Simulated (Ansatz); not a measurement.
CdS (zinc blende)

```
CELL_PARAMETERS angstrom
      0.00000     2.93953     2.93953
      2.93953     0.00000     2.93953
      2.93953     2.93953     0.00000
ATOMIC_POSITIONS crystal
  S  0.75000 0.75000 0.75000
  Cd 0.00000 0.00000 0.00000
```

This relaxed cell (volume V₀) is scaled evenly in all directions, its shape held. Symmetry pins the atoms to their sites.

These are r2SCAN (plane waves to 500 eV, PAW, scalar-relativistic; Ansatz, a quantum-chemistry and plane-wave program) values and carry that method's errors. k mesh 10×10×10 (Γ-centred), Fermi-Dirac smearing 0.05 eV. E stands for the smeared free energy. CdS was relaxed with its symmetry unable to fall. The PAW data are Ansatz's earlier set. The zero of ΔE is the relaxed starting cell.

| V (Å³/atom) | ΔE (meV/atom) |
|---|---|
| 21.336 | 168.4 |
| 22.352 | 87.1 |
| 23.368 | 35.7 |
| 24.384 | 8.3 |
| 25.400 | 0.0 |
| 26.416 | 7.2 |
| 27.432 | 26.7 |
| 28.448 | 56.1 |
| 29.464 | 93.5 |

Question: What is the fitted pressure derivative B₀′?

Answer: 4.5.

Question: What bulk modulus B₀ follows from a third-order Birch-Murnaghan fit?

Answer: 60.4 GPa. Check by three points about V = 25.400 Å³/atom, step 1.016: d²E/dV² ≈ (8.3 − 2·0.0 + 7.2) meV / 1.016² = 0.0150 eV/Å⁶, and V·d²E/dV² × 160.2 = 61.1 GPa.

(A scan under strain: stresses follow from slopes of the energy per volume, elastic moduli from its curvatures.)
